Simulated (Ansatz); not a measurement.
The start is a generated cell, W built in the AFLOW prototype A_aP4_2_aci. Cell shape, volume and atoms are optimised at zero target pressure with PBEsol (plane waves to 420 eV, PAW, scalar-relativistic; Ansatz, an electronic-structure program). The first steps use a coarse 12×10×5 k-mesh.

The start:
```yaml
crystal:
  lattice:
    - [2.72410, 0.00000, 0.00000]
    - [0.27270, 3.21387, 0.00000]
    - [0.11860, 0.53392, 7.20843]
  atoms:
    - { symbol: W, position: [0.00000, 0.00000, 0.00000] }
    - { symbol: W, position: [0.00000, 0.00000, 0.50000] }
    - { symbol: W, position: [0.43300, 0.57200, 0.25900] }
    - { symbol: W, position: [0.56700, 0.42800, 0.74100] }
```

* **Initial pressure**: +14.3 GPa (positive: the cell is compressed)
* **Largest initial force**: 2.70 eV/Å, on W3, W4 (atoms numbered as listed)
* **Outcome**: The space group goes from P-1 (No. 2) to Im-3m (No. 229); the end is bcc (W type), with 1 atom in the primitive cell
* **Energy released**: 0.67 eV/atom
* **Volume change**: -0.5 %, from 15.78 to 15.69 Å³/atom
* **Shortest distances (start → end)**: The closest pairs of elements (up to four, under 3.6 Å), start → end: W–W 2.49 → 2.73 Å
* **Band gap at the end**: zero (metallic)
* **Optimiser moves**: 9

It ends as:

```cif
data_W2
_chemical_formula_sum 'W2'
_space_group_name_H-M_alt 'Im-3m'
_space_group_IT_number 229
_space_group_name_Hall '-I 4 2 3'
_cell_length_a 3.15448
_cell_length_b 3.15448
_cell_length_c 3.15448
_cell_angle_alpha 90.000
_cell_angle_beta 90.000
_cell_angle_gamma 90.000
loop_
_atom_site_label
_atom_site_type_symbol
_atom_site_symmetry_multiplicity
_atom_site_Wyckoff_symbol
_atom_site_fract_x
_atom_site_fract_y
_atom_site_fract_z
_atom_site_occupancy
W1 W 2 a 0.00000 0.00000 0.00000 1
```
(The calculation used a cell of 1 atom; values per cell refer to that cell.)

Final values are on a 21×21×21 k-mesh of the relaxed cell. No spin polarisation in the result.

The run could not lose the symmetry of its start.
